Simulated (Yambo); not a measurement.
```
CELL_PARAMETERS angstrom
      3.18422     0.00000     0.00000
     -1.59211     2.75762     0.00000
      0.00000     0.00000    12.97828
ATOMIC_POSITIONS crystal
  S  0.33333 0.66667 0.62980
  S  0.66667 0.33333 0.37020
  S  0.66667 0.33333 0.12980
  S  0.33333 0.66667 0.87020
  W  0.33333 0.66667 0.25000
  W  0.66667 0.33333 0.75000
```

WS₂ (space group P6_3/mmc, No. 194): G0W0@LDA in Yambo (6×6×1 Γ-centred k mesh, bands 3 to 215 and a 8 Ry block in the screening, 215 bands in G with the Bruneval-Gonze terminator, plasmon pole fitted at 27.2 eV) on wavefunctions from Quantum ESPRESSO. With the symmetry operations that carry no fractional translation, the mesh has 7 irreducible k points, and the gap Γ → (0.167, 0.167, 0) is 1.572 eV.

Problem. What changes when point-group symmetry is switched off and time reversal alone is kept?

Solution. The mesh then has 20 irreducible points. The exact result doesn't change; the run gives 1.571 eV, and the difference is numerical residue, whose source wasn't traced. Rough time against the symmetric run: about 3× for the empty bands, about 5× for Yambo (4 states against 6).

Spin-orbit coupling is not included.

Geometry of the Materials Project entry, not relaxed at this level.

The distance between layers or molecules is the database entry's, not relaxed here. Functionals without dispersion can leave it too large, which widens gaps and weakens the response across layers: the numbers belong to this cell.
